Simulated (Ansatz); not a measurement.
Structure: an ordered 8-atom cell of Ga4As3P on the zincblende lattice (P-43m), at its r2SCAN minimum. Space group P-43m (No. 215), cubic; conventional cell a = 5.612 Å, 22.09 Å³ an atom. Around P lie 4 Ga at 2.39 Å; around Ga lie 1 P at 2.39 Å and 3 As at 2.44 Å; around As lie 4 Ga at 2.44 Å.

```cif
data_structure
_symmetry_space_group_name_H-M 'P 1'
_symmetry_Int_Tables_number 1
_cell_length_a 5.6115
_cell_length_b 5.6115
_cell_length_c 5.6115
_cell_angle_alpha 90.000
_cell_angle_beta 90.000
_cell_angle_gamma 90.000
_cell_volume 176.70
loop_
_atom_site_label
_atom_site_type_symbol
_atom_site_fract_x
_atom_site_fract_y
_atom_site_fract_z
_atom_site_occupancy
P1 P 0.00000 0.00000 0.00000 1
Ga1 Ga 0.75434 0.75434 0.75434 1
As1 As 0.50000 0.50000 0.00000 1
Ga2 Ga 0.24566 0.24566 0.75434 1
As2 As 0.50000 0.00000 0.50000 1
Ga3 Ga 0.24566 0.75434 0.24566 1
As3 As 0.00000 0.50000 0.50000 1
Ga4 Ga 0.75434 0.24566 0.24566 1
```

3 runs of the PAW code Ansatz on this cell differ in the functional (and in the settings that go with it). Levels are in eV from each run's valence top; v1 is the last filled band, c1 the first empty one.

Run A, mean stress +0.4 GPa (compression positive):
```
point     v2     v1    c1    c2
    Γ   0.00   0.00  2.26  2.62
    X  -1.72  -1.72  3.26  3.43
    M  -1.27  -1.12  4.11  4.23
```

Run B, mean stress +0.6 GPa (compression positive):
```
point     v2     v1    c1    c2
    Γ   0.00   0.00  1.68  1.98
    X  -1.68  -1.68  2.62  2.79
    M  -1.24  -1.09  3.46  3.58
```

Run C, mean stress 0.0 GPa (compression positive):
```
point     v2     v1    c1    c2
    Γ   0.00   0.00  1.28  1.66
    X  -1.62  -1.62  2.20  2.40
    M  -1.20  -1.05  2.97  3.13
```

Question: Match the runs to r2SCAN, HSE06, PBE0.

Answer: A is PBE0, B is HSE06, C is r2SCAN. In order of the gap: r2SCAN 1.28, HSE06 1.68, PBE0 2.26 eV. The stress vanishes for r2SCAN, which relaxed the cell.

These are computed values for a spin-unpolarised cell that may be hypothetical; none is a measurement.

The runs are scalar-relativistic, without spin-orbit coupling.

The program warns that its thresholds are loose for a hybrid's stress.

The meshes of the hybrids are coarse, so their gaps aren't converged to the digits shown.
